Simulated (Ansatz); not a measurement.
CdS (zinc blende)

```cif
data_CdS
_chemical_formula_sum 'S1 Cd1'
_space_group_name_H-M_alt 'P 1'
_space_group_IT_number 1
_cell_length_a 4.15712
_cell_length_b 4.15712
_cell_length_c 4.15712
_cell_angle_alpha 60.000
_cell_angle_beta 60.000
_cell_angle_gamma 60.000
loop_
_space_group_symop_operation_xyz
  'x, y, z'
loop_
_atom_site_label
_atom_site_type_symbol
_atom_site_fract_x
_atom_site_fract_y
_atom_site_fract_z
_atom_site_occupancy
S1 S 0.75000 0.75000 0.75000 1
Cd1 Cd 0.00000 0.00000 0.00000 1
```

The volume is varied about the relaxed value V₀ at fixed cell shape. Symmetry pins the atoms to their sites.

These are r2SCAN (plane waves to 500 eV, PAW, scalar-relativistic; Ansatz, a quantum-chemistry and plane-wave program) values and carry that method's errors. k mesh 10×10×10 (Γ-centred), Fermi-Dirac smearing 0.05 eV. The energy includes the smearing's −TS. Compression counts positive. CdS was relaxed with its symmetry unable to fall. The PAW data are Ansatz's earlier set. ΔE is measured from the relaxed starting cell.

| V (Å³/atom) | ΔE (meV/atom) | P (GPa) |
|---|---|---|
| 21.336 | 168.4 | 15.6 |
| 22.352 | 87.1 | 10.3 |
| 23.368 | 35.7 | 6.1 |
| 24.384 | 8.3 | 2.7 |
| 25.400 | 0.0 | 0.0 |
| 26.416 | 7.2 | -2.2 |
| 27.432 | 26.7 | -3.9 |
| 28.448 | 56.1 | -5.3 |
| 29.464 | 93.5 | -6.4 |

Key numbers:

The pressure at the smallest volume is 15.6 GPa, the energy cost of the largest compression is 168.4 meV/atom and the energy cost of the largest expansion comes out as 93.5 meV/atom. The bulk modulus B₀ (third-order Birch-Murnaghan fit) is 60.4 GPa and the pressure derivative B₀′ (fit) comes out as 4.5. The equilibrium volume of the fit is 25.40 Å³/atom and the pressure for 5 % compression (fit) is 3.5 GPa.

(Under strain, the slope of the energy per volume gives the stress and its curvature an elastic modulus.)
